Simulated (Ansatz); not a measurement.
**What a change of settings does: Ni (fcc type)**

First run: DFT, LDA, all-electron LAPW, scalar-relativistic (Ansatz 0.2.0).

Command: `ansatz run input.yaml --threads 3 --pin off --max-ram 9216MiB --backend cpu --events-out ev --progress --plain --runs-dir out` It took 30 s on 3 threads of Intel(R) Xeon(R) 6975P-C (Granite Rapids) (shared host), peak memory 1.2 GiB.

```yaml
crystal:
  lattice:
    - [0.0, 1.7124962486, -1.7124962486]
    - [-1.7124962486, 0.0, 1.7124962486]
    - [3.4249924972, 3.4249924972, 3.4249924972]
  atoms:
    - { symbol: Ni, position: [0.0, 0.0, 0.0], spin: 1.0 }
    - { symbol: Ni, position: [0.333333333, 0.666666667, 0.333333333], spin: 1.0 }
    - { symbol: Ni, position: [0.666666667, 0.333333333, 0.666666667], spin: 1.0 }
magnetization:
  spin_polarized: true
kpoints:
  mp_grid: { grid: [15, 15, 6] }
scf:
  occupations: { method: fermi_dirac, width: 0.1 }
hamiltonian:
  xc: lda
  pseudopotentials: { kind: all_electron, lapw: { basis_error: 0.001 } }
output:
  forces: true
  stress: true
  eigenvalues: true
```

The base cell comes from a relaxation on PAW files under the same functional.

This run: bulk in the slab's orientation.

It converges in 8 SCF iterations at a pressure of 0.00 GPa, cell moment 1.75 μB.

The input is then changed:

```diff
   atoms:
-    - { symbol: Ni, position: [0.0, 0.0, 0.0], spin: 1.0 }
-    - { symbol: Ni, position: [0.333333333, 0.666666667, 0.333333333], spin: 1.0 }
-    - { symbol: Ni, position: [0.666666667, 0.333333333, 0.666666667], spin: 1.0 }
+    - { symbol: Ni, position: [0.0, 0.0, 0.0], spin: 0.2 }
+    - { symbol: Ni, position: [0.333333333, 0.666666667, 0.333333333], spin: 0.2 }
+    - { symbol: Ni, position: [0.666666667, 0.333333333, 0.666666667], spin: 0.2 }
 magnetization:
 scf:
-  occupations: { method: fermi_dirac, width: 0.1 }
+  occupations: { method: cold, width: 0.2 }
 hamiltonian:
   pseudopotentials: { kind: all_electron, lapw: { basis_error: 0.001 } }
+  hubbard: { sites: [{ species: Ni, l: d, u_eff: 1.0 }], double_counting: amf }
 output:
```

**Question.** What does the second run give?

**Answer.** It converges in 12 SCF iterations at a pressure of -0.23 GPa, cell moment 1.88 μB. More than one line changes, and not each need have an effect. Some of the changed settings are coarser than converged work would use.
